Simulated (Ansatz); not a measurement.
A plane-wave DFT run in Ansatz 0.2.0 (scalar-relativistic PAW potentials unless the input names others): input and command.

```yaml
crystal:
  lattice:
    - [0.0, 2.7350468812, 2.7350468812]
    - [2.7350468812, 0.0, 2.7350468812]
    - [2.7350468812, 2.7350468812, 0.0]
  atoms:
    - { symbol: Si, position: [0.75, 0.75, 0.75] }
    - { symbol: Si, position: [0.5, 0.5, 0.5] }
kpoints:
  mp_grid: { grid: [8, 8, 8] }
hamiltonian:
  xc: rpbe
scf:
  occupations: { method: gaussian, width: 0.3 }
  convergence: { dr2_threshold: 0.0001 }
output:
  forces: true
  eigenvalues: true
  stress: true
```

```bash
ansatz run input.yaml --threads 4 --pin off --max-ram 8192MiB --backend cpu --events-out ev --progress --plain --runs-dir out
```

Abridged log:
```
Warning: scf.convergence.dr2_threshold = 1e-4 eV is looser than this run's default, which is 1e-7 eV or tighter. The error in the forces grows as the threshold's square root, so leave the key out unless less accurate forces are enough
Warning: output.stress: scf.convergence.dr2_threshold = 1e-4 eV is looser than the 2e-10 eV advised for a printed stress (1e-10 eV for each atom of the cell: 2). ...
Pseudopotentials: kind: paw
Pseudopotential: Si, paw, valence charge 4, recommended cutoff 420 eV (normal)
Functional definition: RPBE
Crystal: 2 atoms, lattice volume = 40.919 Å³
Basis set: ecut = 420 eV, 821 PW (Γ), exchange–correlation on 54×54×54 points (8 copies of the dense FFT grid, shifted against one another)
Bands: 8, of which v1, the nominal top of the filled ones, is band 4 counted from 1 (3 counted from 0)
Symmetry: 48 space group operations
Space group: Fd-3m (ITA 227), of the structure as read, at distance tolerance 3.4e-5 Å
k-points: 29 of 512
Initial density: superposition of atomic densities (neutral atoms: chi_scale 0, normalization atom), corrected by the library's trained network
Initial wavefunctions: pseudopotential atomic-orbital guess
Functional: x = rpbe, c = pbe(β = 0.06672455)
SCF iter   1: F=—  HF=-1277.801058 eV  |F-HF|=—  |Δ(HF+E_count)|=         —  Δρ=1.54e-3  dr2=7.68e-4  ethr=1.77e-3  ⟨swp⟩=5.1  Hψ=1862  notcnv=0
SCF iter   2: F=—  HF=-1277.801220 eV  |F-HF|=—  |Δ(HF+E_count)|=   1.62e-4  Δρ=6.49e-4  dr2=9.51e-5  ethr=9.60e-6  ⟨swp⟩=2.3  Hψ=561  notcnv=0
SCF iter   3: F=-1277.801327 eV  HF=-1277.801316 eV  |F-HF|=1.13e-5  |Δ(HF+E_count)|=   9.53e-5  Δρ=1.40e-4  dr2=4.38e-6  ethr=1.19e-6  ⟨swp⟩=2.2  Hψ=342  notcnv=0
SCF iter   4: F=-1277.801329 eV  HF=-1277.801329 eV  |F-HF|=1.92e-7  |Δ(HF+E_count)|=   1.32e-5  Δρ=1.47e-5  dr2=1.47e-7  ethr=5.48e-8  ⟨swp⟩=2.0  Hψ=352  notcnv=0
SCF iter   5: F=-1277.801329 eV  HF=-1277.801329 eV  |F-HF|=1.82e-9  |Δ(HF+E_count)|=   2.49e-7  Δρ=1.19e-6  dr2=2.92e-10  ethr=1.84e-9  ⟨swp⟩=2.0  Hψ=352  notcnv=0
SCF iter   6: F=-1277.801329 eV  HF=-1277.801329 eV  |F-HF|=6.37e-12  |Δ(HF+E_count)|=   2.38e-9  Δρ=1.13e-7  dr2=2.31e-12  ethr=3.65e-12  ⟨swp⟩=1.1  Hψ=738  notcnv=0
SCF 1 converged in 6 iterations: F = -1277.801329 eV  dr2 = 2.31e-12
SCF converged after 6 iterations
Free energy (F): -1277.801329 eV
Harris-Foulkes:  -1277.801329 eV  (|F-HF|=6.37e-12)
Internal energy: -1277.800307 eV  (E = F + TS)
E sigma→0 (E₀):  -1277.800818 eV
Entropy (-TS):   -0.001022 eV (-0.511 meV/atom)
Fermi energy:    6.401237 eV
--- Forces (eV/Å), atoms counted from 1 ---
  atom   1  Si     0.00000000     0.00000000     0.00000000
  atom   2  Si     0.00000000     0.00000000     0.00000000
--- Stress (GPa, compression-positive) ---
        1.550576       0.000000       0.000000
        0.000000       1.550576       0.000000
        0.000000       0.000000       1.550576
  P = ⅓ Tr σ = 1.5506 GPa (15.506 kbar)
```

Apart from outputs, empty bands and the relaxation, which only the reference makes, the input differs from a reference run on usual settings in hamiltonian.xc: "pbe" → "rpbe"; scf.convergence.dr2_threshold: not typed → 0.0001; scf.occupations.width: 0.02 → 0.3; basis.ecutwfc: 420 → not typed. The reference, at the same geometry, ended its own course with pressure 0.01 GPa, largest force 0.000 eV/Å, gap on the mesh 0.65 eV. This run converged in 6 SCF iterations with a total energy on another zero, pressure 1.55 GPa, largest force 0.000 eV/Å, gap on the mesh 0.71 eV. Its smearing width is looser than usual. The Hamiltonian differs as well, so the change in the result can't be put down to that alone.

The SCF went on to a residual of 2.3e-12 eV, far under the typed threshold, which therefore didn't bind.

Time: 1.5 s on 4 threads of Intel(R) Xeon(R) Processor @ 2.10GHz (Emerald Rapids) (shared host), peak memory 0.29 GiB.